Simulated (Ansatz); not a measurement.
KI (rock salt)

```
KI
1.0
    0.00000     7.18126     7.18126
    3.59063     0.00000     3.59063
    3.59063     3.59063     0.00000
I K
2 2
Cartesian
  0.00000   0.00000   0.00000
  3.59063   7.18126   3.59063
  3.59063   3.59063   3.59063
  3.59063   7.18126   7.18126
```

A phonon eigenvector at L = (0.5, 0.0, 0.0) is frozen into this cell: atom i moves by Q times the vector below, so Q is the largest atomic displacement, in Å. The cell is held. (q is in reciprocal vectors of the primitive cell; the cell shown is doubled to hold the pattern.)

```json
[
 {"atom": "I1", "x": "-0.577", "y": "0.577", "z": "0.577"},
 {"atom": "I2", "x": "0.577", "y": "-0.577", "z": "-0.577"}
]
```

Atoms not listed stay in place.

Method: PBE (plane waves to 420 eV, PAW, scalar-relativistic; Ansatz, a quantum-chemistry and plane-wave program). k mesh 4×8×8 (Γ-centred), Fermi-Dirac smearing 0.05 eV. The energy includes the smearing's −TS. KI was relaxed with its symmetry unable to fall. Spin-orbit coupling is left out, though I is heavy. The relaxed volume of KI is well above the measured one; the method has no dispersion term. ΔE is measured from the undisplaced structure.

```tsv
Q (Å)	ΔE (meV/cell)
-0.1000	18.6
-0.0833	12.9
-0.0667	8.3
-0.0500	withheld
-0.0333	2.1
-0.0167	0.5
0.0000	0.0
0.0167	0.5
0.0333	2.1
0.0500	withheld
0.0667	8.3
0.0833	12.9
0.1000	18.6
```

Fit an even polynomial form (powers 2, 4) to the given rows and predict ΔE at Q = 0.0500.

Least squares on the 11 given rows: ΔE = (1868)·Q² + (-864.1)·Q⁴, in meV/cell with Q in Å; root-mean-square residual 0.02 meV/cell. At 0.0500 the fit gives 4.7 meV/cell; the calculation gives 4.7 meV/cell, the same to the digits shown. The quadratic term alone would give 4.7 meV/cell.

(A displaced cell: forces are minus the slopes of the energy, force constants its curvatures, and phonons follow from these.)
